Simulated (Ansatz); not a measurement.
Ansatz (a program for electronic structure) input:

Ansatz 0.2 input:
```yaml
crystal:
  lattice:
    - [0.0, 2.8272076087, 2.8272076087]
    - [2.8272076087, 0.0, 2.8272076087]
    - [2.8272076087, 2.8272076087, 0.0]
  atoms:
    - { symbol: Ge, position: [0.75, 0.75, 0.75] }
    - { symbol: Ge, position: [0.5, 0.5, 0.5] }
kpoints:
  mp_grid: { grid: [9, 9, 9] }
hamiltonian:
  xc: r2scan
  dispersion: d4
  pseudopotentials: { azcp: { folder: ./paw }, kind: paw }
scf:
  occupations: { method: fixed }
elastic: { mode: relaxed_ion, stencil: two_point, amplitude: 0.005, f_tol: 0.0005 }
```

Output (shortened):

```
Pseudopotential: Ge, paw, valence charge 14
Functional definition: r2SCAN
Crystal: 2 atoms, lattice volume = 45.196 Å³
Basis set: ecut = 500 eV, 1139 PW (Γ), exchange–correlation on 120×120×120 points (64 copies of the dense FFT grid, shifted against one another)
Bands: 18, of which v1, the nominal top of the filled ones, is band 14 counted from 1 (13 counted from 0)
Symmetry: 48 space group operations
Space group: Fd-3m (ITA 227), of the structure as read, at distance tolerance 3.6e-5 Å
k-points: 35 of 729
SCF 1 converged in 9 iterations: F = -8606.050291 eV  dr2 = 1.18e-14
Crystal: 2 atoms, lattice volume = 45.196 Å³
SCF 2 converged in 2 iterations: F = -8606.050291 eV  dr2 = 2.38e-15
Crystal: 2 atoms, lattice volume = 44.970 Å³
Symmetry: 16 space group operations
k-points: 75 of 729
SCF 3 converged in 9 iterations: F = -8606.049855 eV  dr2 = 9.85e-15
Crystal: 2 atoms, lattice volume = 45.422 Å³
Basis set: ecut = 500 eV, 1155 PW (Γ), exchange–correlation on 120×120×120 points (64 copies of the dense FFT grid, shifted against one another)
SCF 4 converged in 6 iterations: F = -8606.049812 eV  dr2 = 1.13e-14
Crystal: 2 atoms, lattice volume = 45.196 Å³
Symmetry: 8 space group operations
k-points: 125 of 729
SCF 5 converged in 9 iterations: F = -8606.049976 eV  dr2 = 1.70e-15
relax step   1: F+E_penalty+E_count = -8606.04997599 eV  Δ(F+E_penalty+E_count) = +0.000e0 eV  max|allowed force component| = 4.203e-2 eV/Å  Δτ_max = 0.0000 Å  (9 SCF iters, accepted)
Crystal: 2 atoms, lattice volume = 45.196 Å³
SCF 6 converged in 9 iterations: F = -8606.050049 eV  dr2 = 4.06e-15
relax step   2: F+E_penalty+E_count = -8606.05004945 eV  Δ(F+E_penalty+E_count) = -7.346e-5 eV  max|allowed force component| = 6.893e-4 eV/Å  Δτ_max = 0.0018 Å  (9 SCF iters, accepted)
Crystal: 2 atoms, lattice volume = 45.196 Å³
SCF 7 converged in 5 iterations: F = -8606.050049 eV  dr2 = 2.27e-14
relax step   3: F+E_penalty+E_count = -8606.05004947 eV  Δ(F+E_penalty+E_count) = -1.975e-8 eV  max|allowed force component| = 1.686e-7 eV/Å  Δτ_max = 0.0000 Å  (5 SCF iters, accepted)
Crystal: 2 atoms, lattice volume = 45.196 Å³
SCF 8 converged in 2 iterations: F = -8606.050049 eV  dr2 = 6.06e-15
Crystal: 2 atoms, lattice volume = 45.196 Å³
SCF 9 converged in 9 iterations: F = -8606.049976 eV  dr2 = 1.68e-15
relax step   1: F+E_penalty+E_count = -8606.04997599 eV  Δ(F+E_penalty+E_count) = +0.000e0 eV  max|allowed force component| = 4.203e-2 eV/Å  Δτ_max = 0.0000 Å  (9 SCF iters, accepted)
Crystal: 2 atoms, lattice volume = 45.196 Å³
SCF 10 converged in 9 iterations: F = -8606.050049 eV  dr2 = 4.07e-15
relax step   2: F+E_penalty+E_count = -8606.05004947 eV  Δ(F+E_penalty+E_count) = -7.348e-5 eV  max|allowed force component| = 1.026e-5 eV/Å  Δτ_max = 0.0017 Å  (9 SCF iters, accepted)
Crystal: 2 atoms, lattice volume = 45.196 Å³
SCF 11 converged in 2 iterations: F = -8606.050049 eV  dr2 = 8.52e-16
SCF converged after 2 iterations
Free energy (F): -8606.050291 eV
Harris-Foulkes:  -8606.050291 eV  (|F-HF|=1.82e-12)
Internal energy: -8606.050291 eV  (E = F + TS)
E sigma→0 (E₀):  -8606.050291 eV
Fermi energy:    8.370245 eV
--- Per-component energies (eV) ---
  E_band       = -318.315066
  E_kinetic    = 185.139034
  E_local      = -4499.924659  (includes V_loc(G=0)·N_el)
  E_nonlocal   = 436.831469
  E_hartree    = 2147.684075
  E_xc         = -131.861886
  E_vxc        = -136.818188  (∫ρ·V_xc dr)
  E_paw        = -4052.769323  (= ΣΔE_a)
  E_vpaw       = -606.068277  (= ΣTr[D̂ρ^β])
  E_aug_tail   = -0.000008  (compensation charges beyond the density's cutoff)
  E_vtau       = 7.157414  (kinetic-family band-sum trace: ∫τ·v_τ [+ j·A + Jᵃ·Aᵃ] dr)
  E_ewald      = -2688.752755
  E_disp       = -0.224717  (pairwise vdW)
  E_core_change = -2.171521  (= ΣΔE_core)
  E_smearing   =  0.000000  (= −TS)
  E_closure    =  0.000000  (closes the sum)
  Σ components = -8606.050291   (vs F -8606.050291, Δ=0.00e0)
--- Forces (eV/Å), atoms counted from 1 ---
  atom   1  Ge     0.00000000     0.00000000     0.00000000
  atom   2  Ge     0.00000000     0.00000000     0.00000000
  max |Σ_I F_I| component: 6.94e-18 eV/Å
--- Stress (GPa, compression-positive) ---
       -0.016103       0.000000       0.000000
        0.000000      -0.016103       0.000000
        0.000000       0.000000      -0.016103
  P = ⅓ Tr σ = -0.0161 GPa (-0.161 kbar)
--- Band table (eV; the first three rows and the last of 35) ---
  k-point 0: bands = ["-17.0645", "-17.0645", "-17.0645", "-17.0254", "-17.0254", "-16.8043", "-16.8043", "-16.8043", "-16.7855", "-16.7855", "-4.9395", "8.3702", "8.3702", "8.3702", "8.8299", "11.0985", "11.0985", "11.0985"]
  k-point 1: bands = ["-17.0716", "-17.0716", "-17.0624", "-17.0153", "-17.0153", "-16.8135", "-16.8135", "-16.8067", "-16.7778", "-16.7778", "-4.7812", "6.3300", "8.0805", "8.0805", "9.7146", "11.4873", "11.4873", "11.9479"]
  k-point 2: bands = ["-17.0817", "-17.0817", "-17.0570", "-16.9986", "-16.9986", "-16.8261", "-16.8261", "-16.8130", "-16.7684", "-16.7684", "-4.3178", "4.0692", "7.5606", "7.5606", "9.4363", "12.1311", "12.1311", "13.9612"]
  k-point 34: bands = ["-17.1155", "-17.1111", "-16.9849", "-16.9465", "-16.9285", "-16.8940", "-16.8926", "-16.8610", "-16.7358", "-16.7317", "-1.3383", "-0.1507", "4.0966", "4.7378", "12.5184", "12.6077", "13.1526", "15.0009"]
--- Elastic constants: 2 strain directions × 2 members + reference (group order 48) ---
  dense FFT box of the reference and of every strained cell: 30×30×30
  strains applied: 11, 23; error gains: componentwise 1.00 (the most a stress slope's error grows in a printed constant), spectral 1.73 (1 for all six strains …
  pairwise dispersion correction: d4 (s6 = 1.0, s8 = 0.6018749, s9 = 1.0, a1 = 0.51559235, a2_bohr = 5.77342911), with the weights of each atom's references …
  C = ∂σ_k/∂η_j (tension-positive GPa; Voigt order 11 22 33 23 13 12):
       129.703     45.883     45.883      0.000      0.000      0.000
        45.883    129.703     45.883      0.000      0.000      0.000
        45.883     45.883    129.703      0.000      0.000      0.000
         0.000      0.000      0.000     68.745      0.000      0.000
         0.000      0.000      0.000      0.000     68.745      0.000
         0.000      0.000      0.000      0.000      0.000     68.745
  reference stress σ⁰ (GPa):      0.016      0.016      0.016      0.000      0.000      0.000
  moduli (Voigt/Reuss/Hill, GPa): K = 73.82/73.82/73.82   G = 58.01/54.73/56.37   E = 134.80   ν = 0.196
  mechanically stable: yes (min eigenvalue of sym C = 68.75 GPa)
  strain η (Voigt 11):  stress-route row diagonal C_11 = 129.70 GPa, energy-path curvature d²(F+E_count+ΔE)/dδ²/Ω₀ = 129.70 GPa
         δ    σ_11 (GPa)             F (eV)   n_scf  n_hpsi   n_pw
    -5.000e-3      -0.6368       -8606.0498548       9   28893   1157   relax 0 steps, max|allowed force component| 5.90e-17 eV/Å
     5.000e-3       0.6602       -8606.0498116       6   22217   1168   relax 0 steps, max|allowed force component| 5.20e-17 eV/Å
  strain η (Voigt 23):  stress-route row diagonal C_44 = 68.75 GPa, energy-path curvature d²(F+E_count+ΔE)/dδ²/Ω₀ = 68.74 GPa
         δ    σ_23 (GPa)             F (eV)   n_scf  n_hpsi   n_pw
    -5.000e-3      -0.3437       -8606.0500495       2   19131   1163   relax 3 steps, max|allowed force component| 1.69e-7 eV/Å
     5.000e-3       0.3437       -8606.0500495       2   18934   1163   relax 2 steps, max|allowed force component| 1.03e-5 eV/Å
```

Cost: around 60 core-seconds (rough) on shared cores.

The r²SCAN+D4 relaxation kept the symmetry of its start. The volume moved by -24 % from the start of the relaxation. Spin–orbit coupling is left out wherever it is not named.

Potentials: the earlier of the program's two PAW sets.

Ansatz is a plane-wave DFT program.
